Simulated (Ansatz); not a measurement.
Si₄IrPd: rattling a relaxed structure

The cell was found from a proposed guess, not taken from experiment.

Theory: DFT PBE, scalar-relativistic, plane waves, PAW (Ansatz 0.2.0). Settings: cutoff 420 eV, Γ-centred mesh 8×8×8 on the computed 12-atom cell, Gaussian smearing of 0.10 eV; no spin polarisation.

The cell below (12 atoms, space group I4_1/amd (No. 141)) is relaxed within its symmetry.

```cif
data_structure
_symmetry_space_group_name_H-M 'P 1'
_symmetry_Int_Tables_number 1
_cell_length_a 7.0370
_cell_length_b 7.0370
_cell_length_c 7.0370
_cell_angle_alpha 131.693
_cell_angle_beta 131.693
_cell_angle_gamma 70.714
_cell_volume 190.33
loop_
_atom_site_label
_atom_site_type_symbol
_atom_site_fract_x
_atom_site_fract_y
_atom_site_fract_z
_atom_site_occupancy
Si1 Si 0.62892 0.62500 0.50392 1
Si2 Si 0.12108 0.62500 0.99608 1
Si3 Si 0.62892 0.12500 0.00392 1
Si4 Si 0.12108 0.12500 0.49608 1
Si5 Si 0.87500 0.37108 0.99608 1
Si6 Si 0.37500 0.87892 0.00392 1
Si7 Si 0.87500 0.87892 0.50392 1
Si8 Si 0.37500 0.37108 0.49608 1
Pd1 Pd 0.25000 0.75000 0.50000 1
Pd2 Pd 0.50000 0.50000 0.00000 1
Ir1 Ir 0.75000 0.25000 0.50000 1
Ir2 Ir 0.00000 0.00000 0.00000 1
```

For the test it was strained at random (σ = 1.5 % a component), the atoms were moved at random (σ = 0.15 Å), and all was relaxed again on a coarse 4×4×4 mesh (in the run’s order of axes) with 0.20 eV smearing, with no symmetry imposed.

Spin–orbit coupling, which can matter for Ir, is left out.

**Question.** Does it come back?

**Answer.** It returns, within 1 meV/atom of the unmoved cell on that mesh and with the same symmetry when read at 0.1 Å (Imma at 0.01 Å, so small strains and shifts remain). So it is stable against the distortions that fit this cell and that this random move excites. Modes that don't fit the cell aren't tested.
